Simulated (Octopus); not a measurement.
# ZnSe (F-43m, No. 216): band energies at special points

ZnSe (F-43m, No. 216):
```xyz
2
Lattice="0.0000 2.8324 2.8324 2.8324 0.0000 2.8324 2.8324 2.8324 0.0000" Properties=species:S:1:pos:R:3 pbc="T T T"
Zn     0.0000     0.0000     0.0000
Se     1.4162     1.4162     1.4162
```
The cell is a database entry, not relaxed again.

All numbers are Octopus results at the level LDA (grid spacing about 0.15 Å, Γ-centred 6×6×6 k-mesh, Fermi-Dirac smearing of 0.03 eV, no spin polarisation; PseudoDojo 0.4 LDA potentials), not measurements. Spin-orbit coupling is left out.

Energies in eV against the valence band top; 36 electrons a cell outside the pseudopotentials' cores.

```json
[
 {"k-point (reduced)": "Γ (0.000, 0.000, 0.000)", "band 14": "-6.26", "band 15": "-6.26", "band 16": "0.00", "band 17": "0.00", "band 18": "0.00", "band 19": "1.05", "band 20": "5.70", "band 21": "5.70"},
 {"k-point (reduced)": "X (-0.500, -0.500, 0.000)", "band 14": "-6.21", "band 15": "-6.11", "band 16": "-4.82", "band 17": "-2.20", "band 18": "-2.20", "band 19": "2.80", "band 20": "3.32", "band 21": "10.51"},
 {"k-point (reduced)": "U (-0.375, -0.375, 0.250)", "band 14": "-6.24", "band 15": "-6.02", "band 16": "-4.78", "band 17": "-3.13", "band 18": "-1.81", "band 19": "3.43", "band 20": "5.48", "band 21": "8.87"},
 {"k-point (reduced)": "K (-0.375, 0.000, 0.375)", "band 14": "-6.24", "band 15": "-6.02", "band 16": "-4.78", "band 17": "-3.13", "band 18": "-1.81", "band 19": "3.43", "band 20": "5.48", "band 21": "8.87"},
 {"k-point (reduced)": "L (0.000, 0.000, 0.500)", "band 14": "-6.24", "band 15": "-6.13", "band 16": "-5.29", "band 17": "-0.87", "band 18": "-0.87", "band 19": "2.36", "band 20": "6.29", "band 21": "6.29"},
 {"k-point (reduced)": "W (-0.500, -0.250, 0.250)", "band 14": "-6.29", "band 15": "-5.99", "band 16": "-4.74", "band 17": "-2.80", "band 18": "-2.70", "band 19": "5.34", "band 20": "5.46", "band 21": "6.81"}
]
```
